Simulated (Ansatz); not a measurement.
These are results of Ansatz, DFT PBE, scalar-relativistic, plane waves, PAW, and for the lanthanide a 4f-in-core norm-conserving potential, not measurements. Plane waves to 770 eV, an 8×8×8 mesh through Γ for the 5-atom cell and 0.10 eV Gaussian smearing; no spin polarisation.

Energies over the elements count from the elements' standard structures at the same level, with no fitted energy shifts.

Q: Propose a candidate for a cubic metal made of C, Er and Ru, with a formation energy near −0.08 eV/atom and about 21 Å³ per atom, in a cell of 5 atoms. Its symmetry should be Pm-3m (No. 221).

A: Er₃RuC, space group Pm-3m (No. 221). Er has 2 C at 2.36 Å, 4 Ru at 3.33 Å and 8 Er at 3.33 Å; Ru is surrounded by 12 Er at 3.33 Å; around C lie 6 Er at 2.36 Å.

```
CELL_PARAMETERS angstrom
4.71039 0.00000 0.00000
0.00000 4.71039 0.00000
0.00000 0.00000 4.71039
ATOMIC_POSITIONS crystal
Er 0.50000 0.50000 0.00000
Er 0.00000 0.50000 0.50000
Er 0.50000 0.00000 0.50000
Ru 0.00000 0.00000 0.00000
C 0.50000 0.50000 0.50000
```

- Volume per atom: 20.90 Å³
- Density: 9.77 g/cm³
- Energy over the elements: −0.08 eV/atom
- Gap on the 8×8×8 mesh of the 5-atom cell: 0 eV (a metal)

The structure comes from a generated guess, relaxed at this level; another structure or a mixture of phases may lie lower. The answer needn't be unique; the calculation gave this one.

The reference form of C is held partly by dispersion forces, which this level lacks. Trial moments died out on the coarse mesh, so the last step has no spin; another magnetic start might hold. A structure relaxed within its symmetry needn't be a true minimum.

The lanthanide is trivalent by construction, without f bands, f moments or other valences. The reference runs of the other elements, and any phases without the lanthanide, used 420 eV, which shifts energies against them by under 10 meV/atom. The lanthanide's reference is the lowest of its hcp, dhcp and fcc cells.
